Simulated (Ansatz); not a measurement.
# Is this Si3B5 structure a true minimum?

It was reached by relaxing an invented guess, and it needn't be the stable form of this composition.

These are results of Ansatz 0.2.0, DFT PBE, scalar-relativistic, plane waves, PAW, not measurements. Cutoff 420 eV; k points 10×10×4 on the computed 8-atom cell (Γ-centred); Gaussian smearing, width 0.10 eV; no spin polarisation.

The cell below (8 atoms, space group P-4m2 (No. 115)) is relaxed within its symmetry.

```cif
data_structure
_symmetry_space_group_name_H-M 'P 1'
_symmetry_Int_Tables_number 1
_cell_length_a 3.1801
_cell_length_b 3.1801
_cell_length_c 9.0849
_cell_angle_alpha 90.000
_cell_angle_beta 90.000
_cell_angle_gamma 90.000
_cell_volume 91.87
loop_
_atom_site_label
_atom_site_type_symbol
_atom_site_fract_x
_atom_site_fract_y
_atom_site_fract_z
_atom_site_occupancy
Si1 Si 0.00000 0.00000 0.00000 1
Si2 Si 0.50000 0.00000 0.19366 1
Si3 Si 0.00000 0.50000 0.80634 1
B1 B 0.50000 0.50000 0.67254 1
B2 B 0.50000 0.50000 0.32746 1
B3 B 0.00000 0.50000 0.39747 1
B4 B 0.00000 0.00000 0.50000 1
B5 B 0.50000 0.00000 0.60253 1
```

For the test it was strained at random (σ = 1.5 % a component), the atoms were moved at random (σ = 0.05 Å), and all was relaxed again on a coarse 6×6×4 mesh (in the run’s order of axes) with 0.20 eV smearing, with no symmetry imposed.

The cell is a metal run without spin; a magnetic state may lie lower.

Question: What happens?

Answer: It doesn't return. The energy falls by 275 meV/atom on that mesh, the volume changes by -5.2 %, and the end has space group C2 (No. 5) at a loose tolerance. Relaxed again on a 10×10×4 mesh with 0.10 eV smearing, the new structure lies 275 meV/atom below the first (mesh in the axes of the run's cell; the cell below is made exact in the group named). Space group C2 (No. 5), monoclinic, a = 4.326 Å, b = 5.183 Å, c = 8.024 Å, β = 104.7°. Si on a site of symmetry 2 is surrounded by 4 Si at 2.33–2.38 Å; around Si on a site of symmetry 1 lie 2 B at 2.01–2.11 Å, 1 B at 2.25 Å, 2 Si at 2.33–2.38 Å and 1 B at 2.51 Å; B on a site of symmetry 1 is surrounded by 4 B at 1.73–1.96 Å and 2 Si at 2.01–2.11 Å; B on a second site of symmetry 1 has 6 B at 1.72–1.96 Å and 1 Si at 2.25 Å; 1 more site not described.

```
Si B
1.0
     2.16279   -2.59154    0.00000
     2.16279    2.59154    0.00000
    -2.03355    0.00000    7.76179
Si B
3 5
Direct
  0.49683 0.50317 0.50000
  0.61855 0.09622 0.71096
  0.90378 0.38145 0.28904
  0.72283 0.81028 0.14512
  0.18972 0.27717 0.85488
  0.41113 0.82147 0.92727
  0.97777 0.02223 0.00000
  0.17853 0.58887 0.07273
```
